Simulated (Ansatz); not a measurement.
Ge:
```yaml
crystal:
  lattice:
    - [0.00000, 2.82721, 2.82721]
    - [2.82721, 0.00000, 2.82721]
    - [2.82721, 2.82721, 0.00000]
  atoms:
    - { symbol: Ge, position: [0.75000, 0.75000, 0.75000] }
    - { symbol: Ge, position: [0.50000, 0.50000, 0.50000] }
```

Relaxed with r²SCAN+D4. r²SCAN+D4 in the plane-wave PAW code Ansatz gives a gap of 0.46 eV.

Q: What gap does HSE06 give on the same cell (Ansatz, PAW)?

A: 0.82 eV, 0.36 eV more. The hybrid was solved on a coarser mesh and at special points; its gap is the smallest among all of these.

```
k  v1 r²SCAN+D4  c1 r²SCAN+D4    v1 HSE06    c1 HSE06
-  ------------  ------------  ----------  ----------
Γ          0.00          0.46  (withheld)  (withheld)
X         -3.23          0.98  (withheld)  (withheld)
L         -1.48          0.47       -1.53        0.82
W         -4.06          4.71  (withheld)  (withheld)
K         -2.77          1.41  (withheld)  (withheld)
```

Q: Top valence (v1) and lowest conduction level (c1) in eV from each method's valence maximum (which need not be a listed point): supply the withheld HSE06 values.

A: 
- W, v1 HSE06: -4.25
- W, c1 HSE06: 5.22
- X, v1 HSE06: -3.36
- X, c1 HSE06: 1.26
- Γ, v1 HSE06: 0.00
- Γ, c1 HSE06: 0.89
- K, v1 HSE06: -2.87
- K, c1 HSE06: 1.71

Cost on shared cores: the r²SCAN+D4 run (SCF on a 9×9×9 mesh, then bands and DOS) roughly 17 core-seconds, the HSE06 run (SCF on 6×6×6, then a few points) very roughly 90 core-seconds; the tasks are unlike.

Space group Fd-3m (diamond). The r²SCAN+D4 relaxation kept the symmetry of its start. The volume moved by -24 % from the start of the relaxation. Scalar-relativistic: spin–orbit coupling is off unless named, which matters more the heavier the elements.

Potentials: the earlier of the program's two PAW sets.
